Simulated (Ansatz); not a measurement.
## An elastic constant from a strain scan in TiAl

Computed with DFT PBEsol, scalar-relativistic, plane waves, PAW in Ansatz. Cutoff 420 eV, Γ-centred 22×22×16 k-points, Gaussian smearing of 0.15 eV. No spin polarisation. Energies are free energies at this smearing, counted from the undisturbed cell; pressure is positive in compression.

Zero of the scan (relaxed at this level; it needn't be the usual structure):

```
CELL_PARAMETERS angstrom
2.79516 0.00000 0.00000
0.00000 2.79516 0.00000
0.00000 0.00000 4.03874
ATOMIC_POSITIONS crystal
Ti 0.00000 0.00000 0.00000
Al 0.50000 0.50000 0.50000
```

The cell is strained by ε times the Voigt pattern (1, -1, 0, 0, 0, 0) (xx, yy, zz, yz, xz, xy; engineering shear) with fractional coordinates fixed. The cell holds 2 atoms in V0 = 31.55 Å³. The stress column is τ = (1/V0) dE/dε, got from the stress tensor σ (compression positive) at each point as −det(1 + εP) σ : P(1 + εP)⁻¹, with P the pattern as a tensor.

```csv
ε,ΔE (meV/atom),τ (GPa)
-0.0350,16.982,-10.110
-0.0300,12.385,-8.568
-0.0200,5.430,-5.581
-0.0100,1.344,-2.741
0.0000,0.000,0.000
0.0100,1.344,2.741
0.0200,5.430,5.581
0.0300,12.385,8.568
0.0350,16.982,10.110
0.0400,?,?
```

Task: Which combination of elastic constants does this scan measure, and how large is it?

Result: For small ε, τ = τ0 + Kε with K = pᵀCp, which for this pattern is C11 + C22 − 2 C12 in the Cartesian frame shown. The parabola through τ at ε = -0.0100, 0 and 0.0100 has slope K = 274 GPa at zero. The energies per cell, E = NΔE, of the same two points give K = 2[E(ε₊)/ε₊ − E(ε₋)/ε₋]/[(ε₊ − ε₋)V0] = 273 GPa, in agreement.

Task: Predict the withheld row at ε = 0.0400 from the harmonic law, and compare.

Result: ΔE = V0(τ0 ε + Kε²/2)/N = 21.591 meV/atom and τ = 10.96 GPa. The calculation gives 22.344 meV/atom and 11.67 GPa, a miss of 3.5 % of the harmonic energy, so the harmonic law still holds here.

In a metal these slopes depend on the k mesh and the smearing.

Cost: 6 runs of about 2.3 core-minutes in all, on Intel Xeon Platinum 8375C (Ice Lake) (shared hosts).